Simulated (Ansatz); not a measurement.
The calculation used DFT PBE, scalar-relativistic, plane waves, PAW (Ansatz). Settings of the last relaxation (5-atom cell): 420 eV, 8×8×8 k points, Gaussian smearing of 0.10 eV, no spin polarisation.

Formation energies are uncorrected and refer to the elements' standard structures at the same level.

Question: Propose a candidate for a cubic metal made of Cs, S and W, with a formation energy near −0.56 eV/atom and a density near 6.07 g/cm³, in a cell of 5 atoms.

Answer: CsWS3, space group Pm-3m (No. 221). Around Cs lie 12 S at 3.42 Å and 8 W at 4.19 Å; around W lie 6 S at 2.42 Å and 8 Cs at 4.19 Å; around S lie 2 W at 2.42 Å, 4 Cs at 3.42 Å and 8 S at 3.42 Å.

```
Cs W S
1.0
     4.83381    0.00000    0.00000
     0.00000    4.83381    0.00000
     0.00000    0.00000    4.83381
Cs W S
1 1 3
Cartesian
  2.4169 2.4169 2.4169
  0.0000 0.0000 0.0000
  2.4169 0.0000 0.0000
  0.0000 2.4169 0.0000
  0.0000 0.0000 2.4169
```

The volume per atom is 22.59 Å³ and the density is 6.07 g/cm³. The formation energy is −0.56 eV/atom. The gap on the 8×8×8 mesh of the 5-atom cell is 0 eV (a metal).

The structure comes from a generated guess, relaxed at this level; another structure or a mixture of phases may lie lower. Other answers may fit too; this one was computed.

Spin–orbit coupling, which can matter for W, is left out. An odd number of electrons in the primitive cell allows no gap without spin; a larger cell or a magnetic state could open one. The reference form of S is held partly by dispersion forces, which this level lacks. A structure relaxed within its symmetry needn't be a true minimum.
